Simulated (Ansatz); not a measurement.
# Zone-centre phonons of FeNi: input and output

Computed with DFT LDA, scalar-relativistic, plane waves, PAW in Ansatz 0.2.0.

Launched with:
```bash
ansatz run input.yaml --threads 1 --pin off --max-ram 3072MiB --backend cpu --events-out ev --progress --plain --runs-dir out
```

Input (bare energies are in eV):
```yaml
crystal:
  lattice:
    - [2.4270225045, 0.0, 0.0]
    - [0.0, 2.4270225045, 0.0]
    - [0.0, 0.0, 3.5054041964]
  atoms:
    - { symbol: Fe, position: [0.0, 0.0, 0.0], spin: 2.56 }
    - { symbol: Ni, position: [0.5, 0.5, 0.5], spin: 0.72 }
basis:
  ecutwfc: 420
kpoints:
  mp_grid: { grid: [18, 18, 12] }
hamiltonian:
  xc: lda
scf:
  occupations: { method: gaussian, width: 0.2 }
output:
  eigenvalues: true
  populations: true
magnetization:
  spin_polarized: true
phonons:
  method: dfpt
  eigenvectors: true
```

The end of the output:
```
--- Phonons (Γ-DFPT): 4 representative perturbations + reference, on 700 of 3888 k-points (Σ response iterations 12) ---
  k mesh reduced under 8 symmetry operations, with k and −k counted as one. Each operation leaves every solved displacement unchanged or reverses it
  ASR residual: 1.674e-4 → 0.000e0 eV/Å²; symmetrization residual: 4.230e-6 eV/Å²
  ASR residual per site (eV/Å²): 3.53e-5 1.67e-4
  Γ frequencies (cm⁻¹): 0.00 0.00 0.00 216.01 216.01 303.10
  non-analytic LO–TO correction: not included (Born effective charges unavailable; polar crystals: no LO–TO splitting at Γ)
--- Löwdin populations: 2 sites ---
  site symbol q [e]    m [muB]
     0     Fe     15.8245     2.3920
     1     Ni     17.7472     0.6421
  spilling = 0.012598 (of n_electrons = 34.000000)
```

The run took 5.8 min on 1 thread of Arm Neoverse V1 (shared host), peak memory 1.8 GiB.

In a metal, frequencies and elastic constants depend on the k mesh and the smearing, soft modes and shear constants most.